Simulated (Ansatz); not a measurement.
Mg$_{2}$Si (fluorite or antifluorite type), relaxed and computed with several functionals in Ansatz (plane waves, PAW).

```json
[
 {"functional": "HSE06", "a (Å)": "(withheld)", "gap (eV)": "(withheld)", "B₀ by P(V) fit (GPa)": "(withheld)"},
 {"functional": "PBE", "a (Å)": "6.365", "gap (eV)": "0.22", "B₀ by P(V) fit (GPa)": "54.1"},
 {"functional": "PBEsol", "a (Å)": "6.326", "gap (eV)": "0.11", "B₀ by P(V) fit (GPa)": "56.0"}
]
```

Fill in the missing entries.


- HSE06, a (Å): 6.337
- HSE06, gap (eV): 0.56
- HSE06, B₀ by P(V) fit (GPa): 58.1

All cells were relaxed under the symmetry of their starts (and spin orders); stability against distortions was not tested throughout.

Potentials: the later of the program's two PAW sets.

Ansatz (a program for electronic structure) is a plane-wave DFT program.
